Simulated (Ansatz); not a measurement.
**From the elastic tensor of LiZn at 8 GPa (stress–strain coefficients) to moduli and sound speeds**

Computed with Ansatz, DFT LDA, scalar-relativistic, plane waves, PAW. Plane waves to 420 eV; Γ-centred k mesh 12×12×12; Fermi-Dirac smearing of 0.15 eV. No spin polarisation.

It takes space group Fd-3m (No. 227, cubic). The conventional cell has a = 5.722 Å, b = 5.722 Å, c = 5.722 Å, α = 90.00°, β = 90.00°, γ = 90.00°. Li (site symmetry -43m) is surrounded by 4 Li at 2.48 Å and 4 Zn at 2.48 Å. Zn (site symmetry -43m) has 4 Zn at 2.48 Å and 4 Li at 2.48 Å as nearest neighbours.

In a metal, frequencies and elastic constants depend on the k mesh and the smearing, soft modes and shear constants most. Other phases may be more stable at this pressure.

Relaxed-ion constants (GPa, on the Cartesian axes of the calculation):
C11 = 113.3, C12 = 75.8, C13 = 75.8, C22 = 113.3, C23 = 75.8, C33 = 113.3, C44 = 74.6, C55 = 74.6, C66 = 74.6 GPa; the others vanish.

Density 5.129 g/cm³; 4 atoms in 46.83 Å³.

The values that follow are for a polycrystal of randomly turned grains, by Hill's mean where one number stands. In a crystal this anisotropic the Voigt and Reuss bounds lie far apart, so Hill's mean and the sound speeds and Debye temperature from it are rough.

With S = C⁻¹: B_V = (C11+C22+C33+2(C12+C13+C23))/9, G_V = (C11+C22+C33−C12−C13−C23+3(C44+C55+C66))/15, 1/B_R = S11+S22+S33+2(S12+S13+S23), 15/G_R = 4(S11+S22+S33−S12−S13−S23)+3(S44+S55+S66); Hill is their mean. Then v_l = √((B+4G/3)/ρ), v_t = √(G/ρ), v_m = [(2/v_t³+1/v_l³)/3]^(−1/3) and Θ = (ħ/k_B)·v_m·(6π²n/V)^(1/3) for n atoms in the volume V; E = 9BG/(3B+G), ν = (3B−2G)/(2(3B+G)) and A^U = 5G_V/G_R + B_V/B_R − 6.

| Property | Result |
| --- | --- |
| Bulk modulus, Voigt / Reuss / Hill | 88.3 / 88.3 / 88.3 GPa |
| Shear modulus, Voigt / Reuss / Hill | 52.3 / 34.1 / 43.2 GPa |
| Young's modulus | 111 GPa |
| Poisson ratio | 0.290 |
| Pugh ratio B/G | 2.05 |
| Universal anisotropy index | 2.68 |
| Longitudinal and transverse sound speeds | 5333 and 2901 m/s |
| Debye temperature from the mean sound speed | 424 K |

Cost: 1 run of about 1.8 core-minutes, on Arm Neoverse V2 (shared hosts).